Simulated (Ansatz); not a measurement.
TaAgO3:
```yaml
crystal:
  lattice:
    - [2.70645, 1.56257, 4.57260]
    - [-2.70645, 1.56257, 4.57260]
    - [0.00000, -3.12514, 4.57260]
  atoms:
    - { symbol: Ta, position: [0.00040, 0.00040, 0.00040] }
    - { symbol: Ta, position: [0.50040, 0.50040, 0.50040] }
    - { symbol: O, position: [0.82502, 0.67588, 0.25047] }
    - { symbol: O, position: [0.25047, 0.82502, 0.67588] }
    - { symbol: O, position: [0.67588, 0.25047, 0.82502] }
    - { symbol: O, position: [0.75047, 0.17588, 0.32502] }
    - { symbol: O, position: [0.17588, 0.32502, 0.75047] }
    - { symbol: O, position: [0.32502, 0.75047, 0.17588] }
    - { symbol: Ag, position: [0.25043, 0.25043, 0.25043] }
    - { symbol: Ag, position: [0.75043, 0.75043, 0.75043] }
```

Relaxed with LDA.

Problem. Give the optical modes at the zone centre with their infrared and Raman activity from DFPT, the program Ansatz at the LDA level (PAW).

Solution. Transverse frequencies, without the LO–TO term; a row sums one degenerate level.

```csv
ω (cm⁻¹),degeneracy,IR ((D/Å)²/amu),Raman (Å⁴/amu),activity
49,2,46.99,0,IR
53,1,25.20,0,IR
66,1,0.00,0,silent
88,1,74.19,0,IR
93,2,0.00,3.3,Raman
118,2,0.00,5.8,Raman
147,2,70.79,0,IR
201,2,17.03,0,IR
228,1,0.00,0,silent
271,2,68.95,0,IR
290,1,0.00,410,Raman
317,1,0.00,0,silent
369,1,0.00,0,silent
422,2,0.00,150,Raman
501,1,69.15,0.12,IR+Raman
526,2,102.96,0,IR
603,2,0.00,1100,Raman
915,1,0.00,0,silent
```

Problem. How high does the top mode go among those that the LO–TO term moves?

Solution. 744 cm⁻¹ for q along x, 744 cm⁻¹ for q along y, 762 cm⁻¹ for q along z.

Space group R-3c. The workflow started from an entry of the Crystallography Open Database (COD); the relaxed space group is not among those it files for this formula. COD files the formula under space group No. 161, so this cell is another polymorph or a model. Its standing as an ambient phase is unchecked. The LDA relaxation kept the symmetry of its start; phonons on a q-mesh show no instability. No spin polarisation was allowed. Spin–orbit coupling is left out wherever it is not named.

Potentials: the later of the program's two PAW sets.
